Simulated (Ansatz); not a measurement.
# antiNiAs-structured YbBi

Method: PBE, scalar-relativistic; collinear spin; PAW, 420 eV, Γ-centred 8×8×6 mesh, 0.05 eV Gaussian smearing; code Ansatz. The datasets are Ansatz's generated set soft_2.

```
Yb Bi
1.0
     4.81051    0.00000    0.00000
    -2.40526    4.16603    0.00000
     0.00000    0.00000    6.80256
Yb Bi
2 2
Direct
  0.33333 0.66667 0.25000
  0.66667 0.33333 0.75000
  0.00000 0.00000 0.00000
  0.00000 0.00000 0.50000
```

The start was a prototype's sites filled with these elements, not a measured cell.

Magnetic state: non-magnetic, site spin moments none.

Path: Γ–M–K–Γ–A–L–H–A | L–M | H–K, with Γ = (0.000, 0.000, 0.000), M = (0.500, 0.000, 0.000), K = (0.333, 0.333, 0.000), A = (0.000, 0.000, 0.500), L = (0.500, 0.000, 0.500), H = (0.333, 0.333, 0.500) in reciprocal vectors of the calculation's cell.

Task: Is it a metal or an insulator, and if it has a gap, where are the band edges on this path?

Result: A metal: bands cross the Fermi level.

Bands as a text map, energy in eV from the Fermi level (dashes), each leg drawn with the same width, + spin up, o spin down, # both:
```
  4.86 | #  #    ##### ## ###   #### ##   #   ##      ###   #####          
  4.57 |   ## ### ###### ###   #   # # ##       ## #### #     #####  ## ###
  4.29 |  #  #####      ###      #  #    #        #      #      #########  
  4.00 |### ## ######### ######   ## ##          #   # ##     ##### ###  ##
  3.71 | #### ####  #####  ##     ##     ########  ## ##  #########    ####
  3.43 |#######  ###  # ###### #### ##########          #########     #####
  3.14 |# ### ###    # #  ## ##### #  ##      ##   ##       #    ##  #     
  2.86 |      ####  #    ##   # ###             ###  # #     #  #####      
  2.57 |######    ################               ##   #       ###  ##     #
  2.29 |## ##     # #  #    ####  #            ##  ####       #      #   # 
  2.00 | #   #   #   #      #      #  ##      #        #     #        ###  
  1.71 |  #   ###     #    #        ##  ##   #          ## ##  ####     ###
  1.43 |  #          #     #    #  #      ###             ##  #        #   
  1.14 |   #        #  #  #      ##                         ##             
  0.86 | #  #     ##    ##  #                                         #    
  0.57 |#    ## ##           #####                            ##     #     
  0.29 | ##    #            #  ##                            #  ###        
  0.00 |###########-----##############################################-----
 -0.29 |###################################################################
 -0.57 |###                ###### #                                 #      
 -0.86 |  ####            ##     ###                       #               
 -1.14 |    # #####     ###        #################################       
 -1.43 |   ######  #######     ####   ##    ##       ###   ######## #    ##
 -1.71 |###   ######## #  #####     ##        ##    #   ##      ###   ###  
 -2.00 | #        #      #  #         #         ####   #    #  #   ###     
 -2.29 |  #        #    #          #   #              #      ##            
 -2.57 |            #      #            #            #       #        #    
 -2.86 |   #         # #          #      #      #####       # #    ##  #   
        Γ      M      K      Γ      A      L      H      AL       MH      K
```

Without a U the 4f levels of Yb lie too near the Fermi level, so their share of the states there, and what hangs on it, is overstated. For elements this heavy, spin–orbit coupling would shift levels and gaps; it isn't included here. The run holds 0.8 f electrons more on Yb than the trivalent ion has, so it is divalent here. In such compounds it is trivalent as a rule, so this state is likely an artefact, and the extra f charge swells the ion.
